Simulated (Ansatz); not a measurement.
YAlSi:
Space group Cmcm (No. 63); a = 3.989 Å, b = 10.335 Å, c = 5.704 Å, α = 90.00°, β = 90.00°, γ = 90.00°

```json
[
 {"atom": "Y", "site": "4c", "symmetry": "m2m", "x": "0.0000", "y": "0.6946", "z": "0.2500"},
 {"atom": "Al", "site": "4a", "symmetry": "2/m..", "x": "0.0000", "y": "0.0000", "z": "0.0000"},
 {"atom": "Si", "site": "4c", "symmetry": "m2m", "x": "0.0000", "y": "0.4013", "z": "0.2500"}
]
```
(The calculation used a cell of 6 atoms; values per cell refer to that cell.)

Relaxed with r²SCAN.

### Question
Which orbitals make up the states near the Fermi level in r²SCAN (plane waves, PAW; program Ansatz)?

### Answer
Within 0.5 eV of the Fermi level: Y 4d 47 %, Si 3p 28 %, Al 3p 12 %, Al 3s 6 %. Projections are on Löwdin-orthogonalised atomic valence shells; empty p or d shells of many metals are not among them.

### Question
Tabulate the density of states.

### Answer
States/eV per cell of 6 atoms, in 0.25 eV bins, energy from the Fermi level.

| E (eV) | total | Y 4d | Si 3p | Al 3p |
|---|---|---|---|---|
| -7.85 | 1.06 | 0.18 | 0.10 | 0.16 |
| -7.60 | 0.92 | 0.18 | 0.13 | 0.08 |
| -7.35 | 0.99 | 0.13 | 0.19 | 0.08 |
| -7.10 | 0.54 | 0.06 | 0.17 | 0.08 |
| -6.85 | 0.52 | 0.07 | 0.16 | 0.08 |
| -6.60 | 0.56 | 0.08 | 0.17 | 0.10 |
| -6.35 | 0.62 | 0.09 | 0.18 | 0.12 |
| -6.10 | 0.90 | 0.13 | 0.28 | 0.18 |
| -5.85 | 1.32 | 0.19 | 0.44 | 0.24 |
| -5.60 | 1.73 | 0.25 | 0.60 | 0.29 |
| -5.35 | 2.06 | 0.27 | 0.73 | 0.33 |
| -5.10 | 2.23 | 0.33 | 0.76 | 0.36 |
| -4.85 | 1.85 | 0.29 | 0.63 | 0.34 |
| -4.60 | 1.61 | 0.28 | 0.55 | 0.33 |
| -4.35 | 1.45 | 0.22 | 0.56 | 0.34 |
| -4.10 | 2.27 | 0.32 | 0.98 | 0.61 |
| -3.85 | 2.12 | 0.29 | 0.93 | 0.57 |
| -3.60 | 1.80 | 0.26 | 0.82 | 0.45 |
| -3.35 | 2.00 | 0.31 | 0.93 | 0.47 |
| -3.10 | 2.75 | 0.50 | 1.29 | 0.57 |
| -2.85 | 3.50 | 0.73 | 1.64 | 0.66 |
| -2.60 | 2.73 | 0.54 | 1.03 | 0.78 |
| -2.35 | 2.65 | 0.60 | 0.86 | 0.82 |
| -2.10 | 3.48 | 0.99 | 1.03 | 1.06 |
| -1.85 | 4.83 | 1.60 | 1.54 | 1.25 |
| -1.60 | 4.25 | 1.57 | 1.49 | 0.84 |
| -1.35 | 3.71 | 1.42 | 1.30 | 0.67 |
| -1.10 | 3.53 | 1.43 | 1.30 | 0.51 |
| -0.85 | 2.37 | 0.97 | 0.89 | 0.30 |
| -0.60 | 2.00 | 0.88 | 0.63 | 0.27 |
| -0.35 | 2.06 | 0.90 | 0.66 | 0.25 |
| -0.10 | 1.77 | 0.82 | 0.50 | 0.20 |
| 0.15 | 1.46 | 0.71 | 0.38 | 0.17 |
| 0.40 | 1.32 | 0.67 | 0.30 | 0.15 |
| 0.65 | 1.70 | 0.90 | 0.30 | 0.19 |
| 0.90 | 3.55 | 2.00 | 0.45 | 0.38 |
| 1.15 | 3.29 | 1.88 | 0.38 | 0.37 |
| 1.40 | 3.50 | 2.00 | 0.36 | 0.41 |
| 1.65 | 2.56 | 1.46 | 0.24 | 0.29 |
| 1.90 | 3.93 | 2.14 | 0.39 | 0.42 |
| 2.15 | 3.72 | 2.04 | 0.33 | 0.40 |
| 2.40 | 4.21 | 2.26 | 0.36 | 0.48 |
| 2.65 | 3.72 | 1.94 | 0.28 | 0.42 |
| 2.90 | 3.90 | 1.90 | 0.28 | 0.45 |
| 3.15 | 4.06 | 1.93 | 0.31 | 0.50 |
| 3.40 | 4.40 | 2.11 | 0.37 | 0.52 |
| 3.65 | 3.74 | 1.84 | 0.33 | 0.46 |
| 3.90 | 3.95 | 2.04 | 0.36 | 0.50 |
| 4.15 | 4.65 | 2.51 | 0.39 | 0.53 |
| 4.40 | 5.58 | 2.94 | 0.50 | 0.74 |
| 4.65 | 4.82 | 2.55 | 0.48 | 0.64 |

The first step of the workflow began from a Materials Project structure, measured or hypothetical; the Crystallography Open Database files this formula in space group No. 63, but the cells were not matched. Its standing as an ambient phase is unchecked. The r²SCAN relaxation kept the symmetry of its start; its stability against distortions is not shown here. No spin polarisation was allowed. Spin–orbit coupling is left out wherever it is not named.

Potentials: the earlier of the program's two PAW sets.
